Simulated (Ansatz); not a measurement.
W (bcc (W type), Im-3m) at seven volumes, plane-wave PAW PBE (Ansatz code), scaled uniformly. One row is withheld.

```json
[
 {"V (Å³/atom)": "14.681", "P (GPa)": "?"},
 {"V (Å³/atom)": "15.165", "P (GPa)": "21.56"},
 {"V (Å³/atom)": "15.649", "P (GPa)": "9.93"},
 {"V (Å³/atom)": "16.133", "P (GPa)": "0.00"},
 {"V (Å³/atom)": "16.617", "P (GPa)": "-8.45"},
 {"V (Å³/atom)": "17.101", "P (GPa)": "-15.63"},
 {"V (Å³/atom)": "17.585", "P (GPa)": "-21.73"}
]
```

Problem. Fit the shown pressures and predict the withheld one.

Solution. P = (3/2)B₀(x^(7/2) − x^(5/2))[1 + (3/4)(B′ − 4)(x − 1)] with x = (V₀/V)^(2/3). Least squares on the six rows gives V₀ = 16.133 Å³/atom, B₀ = 304 GPa, B′ = 4.37. At V = 14.681, x = 1.0649 and P = 35.25 GPa. The run itself gave 35.03 GPa.

The PBE relaxation kept the symmetry of its start. No spin polarisation was allowed. Scalar-relativistic: spin–orbit coupling is off unless named, which matters more the heavier the elements.

Potentials: the later of the program's two PAW sets.
